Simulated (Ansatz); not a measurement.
Input and command of a calculation in Ansatz (plane waves; scalar-relativistic PAW potentials unless the input names others):

```yaml
crystal:
  lattice:
    - [0.0, 2.8882935394, 2.8882935394]
    - [2.8882935394, 0.0, 2.8882935394]
    - [2.8882935394, 2.8882935394, 0.0]
  atoms:
    - { symbol: Be, position: [0.0, 0.0, 0.0] }
    - { symbol: Ag, position: [0.25, 0.25, 0.25] }
    - { symbol: Ag, position: [0.75, 0.75, 0.75] }
basis:
  ecutwfc: 420
kpoints:
  mp_grid: { grid: [14, 14, 14] }
hamiltonian:
  xc: pbe
scf:
  max_iter: 80
output:
  forces: true
  eigenvalues: true
  stress: true
```

```bash
ansatz run input.yaml --threads 1 --pin off --max-ram 2560MiB --backend cpu --events-out ev --progress --plain --runs-dir out
```

Question: Will this input run?

Answer: The program refuses it, because of no occupation method (scf.occupations: {"method": "gaussian", "width": 0.1} → not typed). With the sound run's settings it is accepted.

Abridged log:
```
Error: YAML parse error: `scf.occupations.method` is required: fixed only where the cell keeps a band gap throughout the run, explicit beside scf.occupations.values (under evaluate: without them), else a smearing such as fermi_dirac (scf.occupations.width is optional; its entry in the input reference gives the default)
```